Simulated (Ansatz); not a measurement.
## Notes on CdW

```
W Cd
1.0
     5.09347    0.00000    0.00000
     0.00000    6.16005    0.00000
     0.03084    0.00000    5.35459
W Cd
2 2
Direct
  0.00000 0.18200 0.25000
  0.00000 0.81800 0.75000
  0.50000 0.68000 0.25000
  0.50000 0.32000 0.75000
```

Method: PBE, no spin polarisation; PAW, plane waves to 420 eV, 7×6×6 Γ-centred mesh, fermi-dirac occupations (width 0.1 eV) (Ansatz 0.2.0), atoms fixed.

(1) Is there a gap?

(2) Is the cell too large or too small?

(3) Describe some of the short contacts.

(4) Give the Bader charges.

Origin: a known structure type with other elements, at an estimated volume, so it need not be a known compound. Caveats: many states at the Fermi level without spin polarisation, so a magnetic state may lie lower; atoms or cell far from equilibrium.

Answers

(1) It is a metal, with about 9.8 states/eV a cell as the mean within 0.25 eV of the Fermi level, mostly W d (86 %).

(2) The pressure is -15.1 GPa (compression positive), so with the atoms held at these fractions the cell would first shrink; the forces are large, so a full relaxation may end otherwise. The principal stresses -18.3, -15.8, -11.3 GPa differ, so its shape would change too.

(3) Cd–Cd at 3.48 Å: least valence density 0.08 e/Å³ and ELF 0.16 there. W–W at 3.49 Å: least valence density 0.18 e/Å³ and ELF 0.66 there. W–Cd at 3.78 Å: least valence density 0.07 e/Å³ and ELF 0.24 there. These are pseudo-fields; inside the PAW spheres they differ from the all-electron ones.

(4) Bader charges in e: Cd +0.11, W -0.11. In the mean Cd gives up most and W takes most.
